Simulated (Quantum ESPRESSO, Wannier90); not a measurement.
CsSnI3 (cubic perovskite): Wannier90 run

```
begin unit_cell_cart
ang
    6.2862300000    0.0000000000    0.0000000000
    0.0000000000    6.2862300000    0.0000000000
    0.0000000000    0.0000000000    6.2862300000
end unit_cell_cart
begin atoms_frac
Cs   0.5000000000  0.5000000000  0.5000000000
Sn   0.0000000000  0.0000000000  0.0000000000
I    0.5000000000  0.0000000000  0.0000000000
I    0.0000000000  0.5000000000  0.0000000000
I    0.0000000000  0.0000000000  0.5000000000
end atoms_frac
```

Structure: Materials Project mp-614013, symmetrised, not relaxed again. COD (Crystallography Open Database) records the formula in this space group. Ideal cubic forms of this type are often high-temperature phases that distort on cooling; symmetry holds the cell here, and its stability was not tested. Computed values, not measurements, from PBEsol: Quantum ESPRESSO (norm-conserving PseudoDojo potentials, cutoff 58 Ry, spinors with spin-orbit coupling) on a Γ-centred 4×4×4 mesh, then Wannier90. Density: 6×6×6 mesh, cold smearing 0.01 Ry. With spin-orbit coupling a semilocal functional can close or falsely invert a small gap; the band order was not checked against a better method.

A tight-binding model is made by disentanglement and projection with no localisation steps (num_iter = 0), so the 32 orbitals stay atom-like: hydrogen-like Cs: s; Sn: p; I: s;p, axes along x, y, z; frozen window up to 1.50 eV relative to the Fermi level. It follows pw.x to 4.4 meV rms for states up to 1.0 eV relative to the Fermi level. Matrix elements depend on this choice of orbitals and windows. Bands 19–20 (Cs 5p 100 %), 21–26 (Cs 5p 66 %, Sn 5s 22 %, I 5p 9 %) lie between the kept ones and are excluded.

Question: What are the on-site energies relative to the Fermi level, and how fast do the hoppings decay?

Answer: 
```
atom                 orbitals  energy (eV)
----  -----------------------  -----------
Cs1                     s↑ s↓         3.25
Sn2   pz↑ pz↓ px↑ px↓ py↑ py↓         0.77
I3                      s↑ s↓       -12.47
I3            pz↑ pz↓ py↑ py↓        -2.36
I3                    px↑ px↓        -1.62
I4                      s↑ s↓       -12.47
I4            pz↑ pz↓ px↑ px↓        -2.36
I4                    py↑ py↓        -1.62
I5                      s↑ s↓       -12.47
I5                    pz↑ pz↓        -1.62
I5            px↑ px↓ py↑ py↓        -2.36
```

```tsv
distance of the centres (Å)	largest modulus (eV)
3–4	1.8
4–5	0.34
5–6	0.023
6–7	0.32
7–8	0.025
8–9	0.063
9–10	0.097
10–11	0.0049
11–12	0.0035
```

Effective spin-orbit constants λ of λ L·S, from the same-site elements px↑–py↑ (λ/2) and dx2-y2↑–dxy↑ (λ), where they are among the larger elements: I3 p 0.63 eV, I4 p 0.63 eV, I5 p 0.63 eV, Sn2 p 0.33 eV.
